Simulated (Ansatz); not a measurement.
A geometry of Li away from equilibrium: the start of the relaxation of a randomly generated symmetric cell of Li (space group No. 127). All values below come from PBEsol (plane waves to 420 eV, PAW, scalar-relativistic; Ansatz, an electronic-structure program). Γ-centred k-mesh 8×8×7 on the run's cell (coarser than for final values), Fermi–Dirac smearing 0.05 eV.

```xyz
4
Lattice="4.2459 0.0000 0.0000 0.0000 4.2459 0.0000 0.0000 0.0000 4.8524" Properties=species:S:1:pos:R:3:forces:R:3 pbc="T T T" free_energy=-806.882 pressure_GPa=12.9
Li     3.4449     1.3220     2.4262   -0.1476   -0.1476    0.0000
Li     0.8009     2.9239     2.4262    0.1476    0.1476    0.0000
Li     2.9239     3.4449     2.4262    0.1476   -0.1476    0.0000
Li     1.3220     0.8009     2.4262   -0.1476    0.1476    0.0000
```

Positions in Å, forces in eV/Å, free energy of the cell in eV (comparable only within this code, potentials and settings). Largest force: 0.21 eV/Å, on Li1, Li2, Li3, Li4 (atoms numbered as listed); the geometry lies 1.18 eV/atom above the end of its relaxation.

No spin polarisation in the result.

The run could not lower the symmetry of its start; a shaken copy of this end point relaxes with PBEsol to P6₃/mmc (No. 194), 0.10 eV/atom lower.

The end of the path is a generated cell of Li: the first start was made by a random draw of sites in a space group, and the end was not matched to a known phase here, so it may be hypothetical. Known forms of Li include space group No. 229.
